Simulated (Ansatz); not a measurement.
LuAlN₂:
```cif
data_Al4Lu4N8
_chemical_formula_sum 'Lu4 Al4 N8'
_space_group_name_H-M_alt 'Pna21'
_space_group_IT_number 33
_space_group_name_Hall 'P 2c -2n'
_cell_length_a 5.90863
_cell_length_b 6.94081
_cell_length_c 5.22480
_cell_angle_alpha 90.000
_cell_angle_beta 90.000
_cell_angle_gamma 90.000
loop_
_atom_site_label
_atom_site_type_symbol
_atom_site_symmetry_multiplicity
_atom_site_Wyckoff_symbol
_atom_site_fract_x
_atom_site_fract_y
_atom_site_fract_z
_atom_site_occupancy
Lu1 Lu 4 a 0.40067 0.12276 0.48017 1
Al1 Al 4 a 0.07280 0.12634 0.99604 1
N1 N 4 a 0.10572 0.64678 0.41178 1
N2 N 4 a 0.04952 0.10350 0.35803 1
```

Relaxed with PBE.

Problem. Which orbitals make up the states near the band edges in PBE (plane waves, PAW; program Ansatz)?

Solution. Top 1 eV of the valence band: N 2p 80 %, Lu 5d 10 %. Bottom 1 eV of the conduction band: Lu 5d 64 %, N 2p 11 %, Al 3p 10 %. Projections are on Löwdin-orthogonalised atomic valence shells; empty p or d shells of many metals are not among them.

Problem. Tabulate the density of states.

Solution. States/eV per cell of 16 atoms, in 0.25 eV bins, energy from the valence-band maximum.

```tsv
E (eV)	total	Lu 4f	N 2p	Lu 5d
-7.85	0.00	0.00	0.00	0.00
-7.60	0.00	0.00	0.00	0.00
-7.35	0.00	0.00	0.00	0.00
-7.10	0.00	0.00	0.00	0.00
-6.85	0.00	0.00	0.00	0.00
-6.60	0.00	0.00	0.00	0.00
-6.35	0.00	0.00	0.00	0.00
-6.10	0.00	0.00	0.00	0.00
-5.85	0.00	0.00	0.00	0.00
-5.60	0.00	0.00	0.00	0.00
-5.35	0.00	0.00	0.00	0.00
-5.10	0.84	0.01	0.50	0.10
-4.85	7.57	0.15	4.44	1.01
-4.60	5.28	0.16	3.14	0.62
-4.35	6.67	0.25	3.95	0.80
-4.10	7.30	0.40	4.20	0.99
-3.85	3.86	0.29	2.20	0.41
-3.60	5.28	0.59	2.88	0.64
-3.35	14.47	2.15	7.67	1.61
-3.10	13.17	3.88	6.06	1.11
-2.85	31.62	22.32	6.74	0.90
-2.60	165.56	157.90	5.45	0.90
-2.35	27.64	21.35	3.84	0.92
-2.10	11.63	4.56	4.82	0.89
-1.85	13.79	3.09	7.62	1.42
-1.60	11.51	1.61	7.31	1.30
-1.35	16.58	1.60	11.44	1.87
-1.10	18.37	1.13	13.59	2.24
-0.85	18.07	0.81	14.02	2.03
-0.60	15.90	0.58	12.71	1.74
-0.35	18.00	0.59	14.84	1.69
-0.10	2.91	0.12	2.42	0.21
0.15	0.00	0.00	0.00	0.00
0.40	0.00	0.00	0.00	0.00
0.65	0.00	0.00	0.00	0.00
0.90	0.00	0.00	0.00	0.00
1.15	0.00	0.00	0.00	0.00
1.40	0.00	0.00	0.00	0.00
1.65	0.00	0.00	0.00	0.00
1.90	0.00	0.00	0.00	0.00
2.15	0.00	0.00	0.00	0.00
2.40	0.00	0.00	0.00	0.00
2.65	0.00	0.00	0.00	0.00
2.90	0.12	0.00	0.01	0.07
3.15	1.48	0.00	0.14	0.98
3.40	3.05	0.01	0.32	1.95
3.65	4.96	0.01	0.56	3.16
3.90	6.23	0.01	0.71	3.83
4.15	9.26	0.02	1.15	5.41
4.40	10.41	0.02	1.40	5.89
4.65	6.52	0.01	0.96	3.79
4.90	7.76	0.02	1.24	4.03
5.15	8.79	0.02	1.43	4.63
5.40	8.24	0.01	1.20	4.54
5.65	10.51	0.02	1.47	6.16
5.90	12.34	0.01	1.63	7.25
6.15	9.07	0.01	1.16	5.20
6.40	10.03	0.01	1.34	5.61
6.65	8.03	0.01	1.14	4.60
6.90	10.32	0.01	1.60	6.14
7.15	0.89	0.00	0.15	0.42
7.40	1.55	0.00	0.18	0.68
7.65	4.18	0.00	0.50	1.67
```

Space group Pna2_1. The start of the workflow was typed in or built on a structure type; neither database checked (COD, Materials Project) lists it. Whether it is the stable phase at ambient conditions was not checked. The PBE relaxation kept the symmetry of its start; its stability against distortions is not shown here. Spin–orbit coupling is left out wherever it is not named.

Potentials: the earlier of the program's two PAW sets.
